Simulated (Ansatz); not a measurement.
Each is relaxed and computed with plane-wave PAW r²SCAN (Ansatz code). Which is the only metal?
A) SiC, 4H polytype
B) SiMo2C, P6_3/mmc (Si on 2d, Mo on 4f, C on 2a)
C) SiB12C2, R-3m (B on 18h, B on 18h, C on 6c, Si on 3b)
D) SiGeC2, P-4m2 (Si on 1a, C on 2g, Ge on 1c)

B, SiMo2C, P6_3/mmc (Si on 2d, Mo on 4f, C on 2a). SiMo2C: metal; SiGeC2: gap 1.80 eV (indirect); SiB12C2: gap 1.87 eV (indirect); SiC: gap 2.60 eV (indirect). Typed or built starts, not in the databases checked: SiMo2C, P6_3/mmc (Si on 2d, Mo on 4f, C on 2a); SiGeC2, P-4m2 (Si on 1a, C on 2g, Ge on 1c); SiB12C2, R-3m (B on 18h, B on 18h, C on 6c, Si on 3b). All cells were relaxed under the symmetry of their starts (and spin orders); stability against distortions was not tested throughout. Rows with no word on spin ran without spin polarisation. Scalar-relativistic: spin–orbit coupling is off unless named, which matters more the heavier the elements.

Potentials: the earlier of the program's two PAW sets.
